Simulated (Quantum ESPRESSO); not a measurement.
## Band energies of Ba2ScCuO4

```
CELL_PARAMETERS angstrom
      4.17696     0.00000     0.00000
      0.00000     4.17696     0.00000
      0.00000     0.00000     8.07886
ATOMIC_POSITIONS crystal
  O  0.00000 0.50000 0.00000
  O  0.50000 0.00000 0.00000
  O  0.00000 0.00000 0.72467
  O  0.00000 0.00000 0.27533
  Sc 0.00000 0.00000 0.00000
  Cu 0.00000 0.00000 0.50000
  Ba 0.50000 0.50000 0.76798
  Ba 0.50000 0.50000 0.23202
```

PBEsol (Quantum ESPRESSO, PseudoDojo norm-conserving, 92 Ry, no spin-orbit coupling); path ΓXMΓZRAZ,XR,MA; energies in eV from the valence-band maximum.

```csv
k (1/Å),point,band 33,band 34,band 35,band 36,band 37,band 38,band 39,band 40
0.00,Γ,-1.44,-0.70,-0.70,-0.25,-0.25,2.17,3.26,3.44
0.19,,-1.44,-0.97,-0.79,-0.30,-0.19,2.19,3.52,3.59
0.38,,-1.44,-1.28,-0.99,-0.40,-0.10,2.14,3.47,3.94
0.75,X,-1.36,-1.26,-1.24,-0.52,-0.06,1.96,3.30,4.02
0.94,,-1.48,-1.39,-1.25,-0.43,-0.07,2.06,3.18,4.14
1.32,,-1.36,-1.07,-0.76,-0.09,-0.04,2.46,2.59,3.94
1.50,M,-1.35,-0.97,-0.65,-0.02,-0.02,2.46,2.46,3.91
1.86,,-1.39,-1.26,-0.94,-0.19,-0.05,2.46,2.92,3.82
2.04,,-1.44,-1.43,-1.09,-0.26,-0.09,2.34,3.41,3.78
2.39,,-1.44,-0.93,-0.81,-0.26,-0.22,2.19,3.47,3.61
2.57,Γ,-1.44,-0.70,-0.70,-0.25,-0.25,2.17,3.26,3.44
2.57,Z,-1.44,-0.89,-0.89,0.00,0.00,2.99,3.26,3.44
2.76,,-1.41,-1.13,-1.01,-0.11,-0.04,2.87,3.41,3.49
2.94,,-1.46,-1.26,-1.16,-0.28,-0.11,2.57,3.52,3.63
3.32,R,-1.45,-1.23,-1.03,-0.44,-0.21,2.09,3.76,3.86
3.47,,-1.44,-1.28,-1.03,-0.41,-0.22,2.12,3.50,4.15
3.77,,-1.37,-0.96,-0.95,-0.21,-0.17,2.42,2.99,4.69
3.92,,-1.35,-0.90,-0.73,-0.12,-0.12,2.66,2.84,4.40
4.07,A,-1.35,-0.87,-0.65,-0.09,-0.09,2.79,2.79,4.24
4.22,,-1.35,-0.90,-0.73,-0.14,-0.09,2.68,2.82,4.36
4.38,,-1.36,-0.99,-0.93,-0.25,-0.09,2.54,2.89,4.48
4.68,,-1.44,-1.23,-1.23,-0.32,-0.08,2.63,3.05,4.22
4.83,,-1.48,-1.33,-1.13,-0.23,-0.06,2.78,3.15,3.81
5.14,Z,-1.44,-0.89,-0.89,0.00,0.00,2.99,3.26,3.44
5.14,X,-1.36,-1.26,-1.24,-0.52,-0.06,1.96,3.30,4.02
5.52,R,-1.45,-1.23,-1.03,-0.44,-0.21,2.09,3.76,3.86
5.52,M,-1.35,-0.97,-0.65,-0.02,-0.02,2.46,2.46,3.91
5.91,A,-1.35,-0.87,-0.65,-0.09,-0.09,2.79,2.79,4.24
```

The PBEsol gap is indirect, 1.96 eV, from Z to X; the smallest direct gap is 2.02 eV.

The filled Cu 3d shell has no Hubbard U; semilocal functionals place it too high.

Geometry of the Materials Project entry, not relaxed at this level.

The structure is a Materials Project entry; no match was found in the copy of COD used, and its stability was not checked.
